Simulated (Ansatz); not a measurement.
Relaxed-ion elastic tensor of Sb in space group I-43m (No. 217; Sb on 8c) in GPa (Voigt order), the program Ansatz at the LDA level (PAW); density 5.68 g/cm³, 35.59 Å³ per atom.

|  | 1 | 2 | 3 | 4 | 5 | 6 |
|---|---|---|---|---|---|---|
| 1 | 17.8 | 11.5 | 11.5 | 0.0 | 0.0 | 0.0 |
| 2 | 11.5 | 17.8 | 11.5 | 0.0 | 0.0 | 0.0 |
| 3 | 11.5 | 11.5 | 17.8 | 0.0 | 0.0 | 0.0 |
| 4 | 0.0 | 0.0 | 0.0 | 11.1 | 0.0 | 0.0 |
| 5 | 0.0 | 0.0 | 0.0 | 0.0 | 11.1 | 0.0 |
| 6 | 0.0 | 0.0 | 0.0 | 0.0 | 0.0 | 11.1 |

Is the crystal mechanically stable?

Yes: the smallest eigenvalue of C is 6.3 GPa.

Work out the Voigt, Reuss and Hill averages.

K_V = 13.6, K_R = 13.6, K_H = 13.6; G_V = 7.9, G_R = 5.5, G_H = 6.7 GPa.

Give Young's modulus, Poisson's ratio, Pugh's ratio and the universal anisotropy index.

E = 9KG/(3K + G) = 17.3 GPa; ν = 0.29; K/G = 2.02 (ductile by the Pugh limit of 1.75); A_U = 5G_V/G_R + K_V/K_R − 6 = 2.14.

Estimate the sound speeds and the Debye temperature.

v_l = √((K + 4G/3)/ρ) = 1990 m/s, v_t = √(G/ρ) = 1090 m/s, mean 1210 m/s; Θ = (h/k)(3n/4πV)^(1/3) v_m = 110 K.

Give the Zener ratio and Young's modulus along [100], [110] and [111].

A = 2C44/(C11 − C12) = 3.49; 1/E = S11 − 2(S11 − S12 − S44/2)Γ with Γ = 0, 1/4, 1/3 gives 8.8, 17.5, 26.1 GPa.

Solve the Christoffel equation for the three sound speeds along [100], [110], [111].

Eigenvalues of C_ijkl n_j n_l equal ρv². In km/s, slowest first: [100] 1.40, 1.40, 1.77; [110] 0.75, 1.40, 2.13; [111] 1.01, 1.01, 2.23.

The start of the workflow was typed in or built on a structure type; neither database checked (COD, Materials Project) lists it. It is not the phase usual at ambient conditions (space group No. 166). The cell was relaxed with LDA under the symmetry of its start; of distortions, only those at the zone centre were tested. A crystal of weakly bound molecules computed without a dispersion correction: the cell and the soft elastic constants depend strongly on that. Spin–orbit coupling is left out wherever it is not named.

Potentials: the later of the program's two PAW sets.
